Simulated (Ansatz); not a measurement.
## Be3Te4: rattling a relaxed structure

The cell was found from a proposed guess, not taken from experiment.

Level of theory: DFT PBE, scalar-relativistic, plane waves, PAW (Ansatz 0.2.0). Cutoff 420 eV; k points 8×8×8 on the computed 7-atom cell (Γ-centred); Gaussian smearing, width 0.10 eV; no spin polarisation.

The cell below (7 atoms, space group I-42m (No. 121)) is relaxed within its symmetry.

```
CELL_PARAMETERS angstrom
-2.70105 2.70105 5.92720
2.70105 -2.70105 5.92720
2.70105 2.70105 -5.92720
ATOMIC_POSITIONS crystal
Be 0.25000 0.75000 0.50000
Be 0.75000 0.25000 0.50000
Be 0.50000 0.50000 0.00000
Te 0.37040 0.88142 0.00000
Te 0.88142 0.37040 0.00000
Te 0.11858 0.11858 0.48898
Te 0.62960 0.62960 0.51102
```

For the test it was strained at random (σ = 1.5 % a component), the atoms were moved at random (σ = 0.10 Å), and all was relaxed again on a coarse 4×4×4 mesh (in the run’s order of axes) with 0.20 eV smearing, with no symmetry imposed.

These runs have no spin–orbit coupling, which can matter for Te.

Question: What happens?

Answer: It returns, within 2 meV/atom of the unmoved cell on that mesh and with the same symmetry when read at 0.1 Å (Fmm2 at 0.01 Å, so small strains and shifts remain). So it is stable against the distortions that fit this cell and that this random move excites. Modes that don't fit the cell aren't tested.
